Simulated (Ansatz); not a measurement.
CuAu (CuAu type, space group P4/mmm)

```
CELL_PARAMETERS angstrom
      2.88152     0.00000     0.00000
      0.00000     2.88152     0.00000
      0.00000     0.00000     3.61476
ATOMIC_POSITIONS crystal
  Cu 0.50000 0.50000 0.50000
  Au 0.00000 0.00000 0.00000
```

The slice is a (001) plane (indices of the conventional cell) through the point (0.500, 0.500, 0.500) (fractional), spanned by u = [100] and v = [010] in vectors of this cell: u (2.88 Å) and v (2.88 Å, at 90° to u). It covers one period; positions are fractions (u, v).

These are PBE (plane waves to 420 eV, PAW, scalar-relativistic; Ansatz, an electronic-structure program) values and carry that method's errors. k mesh 16×16×13. Near the nuclei the fields are pseudised (PAW); where an atom keeps semicore shells as valence, they peak there. CuAu is run without spin polarisation. CuAu was relaxed with its symmetry unable to fall. Spin-orbit coupling is left out, though Au is heavy.

**Question.** What is the valence density on the shortest Cu–Cu line in this plane (2.88 Å), at its midpoint?

**Answer.** 0.17 e/Å³.

**Question.** What is the ELF at the midpoint of the shortest Cu–Cu line in this plane (2.88 Å)?

**Answer.** 0.18.

**Question.** Sketch the electrostatic potential energy of an electron, from the cell's mean on this plane as a map.

**Answer.** 
```
|xxxxxxxxxx145777541xxxxxxxxx|
|xxxxxxxxxx146777641xxxxxxxxx|
|xxxxxxxxxx256777652xxxxxxxxx|
|xxxxxxxxx03577877530xxxxxxxx|
|xxxxxxxxx24678887642xxxxxxxx|
|xxxxxxxx0357888887530xxxxxxx|
|xxxxxxx035678898876530xxxxxx|
|xxxxxx03467889998876430xxxxx|
|xxxx023567889999988765320xxx|
|0112345678899999998876543211|
|4445567788999999999887765544|
|5566778889999999999988877665|
|6777788899999999999998887777|
|7777888999999999999999888777|
|6777788899999999999998887777|
|5566778889999999999988877665|
|4445567788999999999887765544|
|0112345678899999998876543211|
|xxxx023567889999988765320xxx|
|xxxxxx03467889998876430xxxxx|
|xxxxxxx035678898876530xxxxxx|
|xxxxxxxx0357888887530xxxxxxx|
|xxxxxxxxx24678887642xxxxxxxx|
|xxxxxxxxx03577877530xxxxxxxx|
|xxxxxxxxxx256777652xxxxxxxxx|
|xxxxxxxxxx146777641xxxxxxxxx|
|xxxxxxxxxx145777541xxxxxxxxx|
|xxxxxxxxxx045676540xxxxxxxxx|
```
Scale: ten equal steps from 4.67 (start of '0') to 11.48 (end of '9'), in the order '0123456789'. Values: electrostatic potential energy of an electron, from the cell's mean, in eV. The map has 28 points along u (one character each, u = 0 at the left) and 28 along v (v = 0 in the bottom row). Points within 1 Å of a nucleus are blanked (x), as the pseudised field means little there. The zero, the cell's mean, hangs on the PAW cores.
